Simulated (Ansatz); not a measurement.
SnO in space group Pmn2_1 (No. 31; Sn on 2a, O on 2a), DFT-r²SCAN+D4 in the program Ansatz with PAW potentials. The conduction-band minimum lies on the S–Y line, 19 % of the way from S, with 2 equivalent valleys. Second derivatives d²E/dk² of the lowest band at one valley (eV·Å²), along Cartesian directions:

| direction | d²E/dk² |
|---|---|
| [100] | 38.48 |
| [010] | 15.31 |
| [001] | 8.525 |
| [110] | 26.90 |
| [101] | 23.51 |
| [011] | 11.91 |

Problem. Find the principal effective masses, the density-of-states mass and the conductivity mass.

Solution. Off-diagonal terms follow from H_xy = H[110] − (H_xx + H_yy)/2, and m*/mₑ = 7.620 eV·Å² over each eigenvalue: 0.20, 0.50, 0.89. One valley's DOS mass (m₁m₂m₃)^(1/3) = 0.44, conductivity mass 3/(Σ 1/mᵢ) = 0.37 mₑ.

Problem. What effective density of states Nc follows at 300 K for parabolic valleys?

Solution. Nc = 2.509e19 × 2 × (0.44)^(3/2) ≈ 1.5e19 cm⁻³.

The workflow started from a Materials Project entry (that database holds measured and hypothetical structures alike); the Crystallography Open Database copy checked does not list it. It is not the phase usual at ambient conditions (space group No. 129). Symmetry was held in the r²SCAN+D4 relaxation; whether a distortion lowers the energy is not shown. Spin–orbit coupling is left out wherever it is not named.

Potentials: the later of the program's two PAW sets.

Edges and masses are those of Kohn–Sham bands, whose gap is no quasiparticle gap.
